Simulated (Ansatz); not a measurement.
In r²SCAN in the plane-wave PAW code Ansatz, Al in the cubic phase (Fd-3m; Al on 8a, Al on 16d) relaxes to a = 7.375 Å.

Electronic character: metallic (no gap).

The bulk modulus is 795 kbar. The relaxed-ion elastic constants in GPa are C11 = 109, C12 = 65.6, C44 = 40.4. The elastic constants imply a Debye temperature near 447 K.

The start of the workflow was typed in or built on a structure type; neither database checked (COD, Materials Project) lists it. It is not the phase usual at ambient conditions (space group No. 225). The r²SCAN relaxation kept the symmetry of its start; whether a distortion lowers the energy is not shown. As this level gives no gap, shear constants depend on the k-mesh and smearing (Fermi–Dirac, 0.1 eV here).

Potentials: the earlier of the program's two PAW sets.
